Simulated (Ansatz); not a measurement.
Cs₄Br: relaxed-ion elastic tensor

Method: DFT PBE, scalar-relativistic, plane waves, PAW (Ansatz). Settings: 420 eV plane-wave cutoff, Γ-centred 6×6×6 mesh, Fermi-Dirac smearing of 0.15 eV. No spin polarisation.

Equilibrium structure at this level:
```yaml
crystal:
  lattice:
    - [7.55815, 0.00000, 0.00000]
    - [0.00000, 7.55815, 0.00000]
    - [0.00000, 0.00000, 7.55815]
  atoms:
    - { symbol: Cs, position: [0.50000, 0.00000, 0.00000] }
    - { symbol: Cs, position: [0.00000, 0.50000, 0.00000] }
    - { symbol: Cs, position: [0.00000, 0.00000, 0.50000] }
    - { symbol: Cs, position: [0.50000, 0.50000, 0.50000] }
    - { symbol: Br, position: [0.00000, 0.00000, 0.00000] }
```

It was reached by relaxing an invented guess, and it needn't be the stable form of this composition. In a metal, frequencies and elastic constants depend on the k mesh and the smearing, soft modes and shear constants most. Spin–orbit coupling is left out, which matters for heavy elements.

(1) Give the relaxed-ion elastic constants (GPa, Voigt order xx yy zz yz xz xy, on the Cartesian axes of the cell above).

(2) Is the crystal stable against homogeneous strain?

Results:

(1)
```
5.6 2.6 2.6 0.0 0.0 0.0
2.6 5.6 2.6 0.0 0.0 0.0
2.6 2.6 5.6 0.0 0.0 0.0
0.0 0.0 0.0 1.9 0.0 0.0
0.0 0.0 0.0 0.0 1.9 0.0
0.0 0.0 0.0 0.0 0.0 1.9
```

(2) Too close to call: the least eigenvalue is 1.9 GPa, within what the k mesh leaves open in a metal.
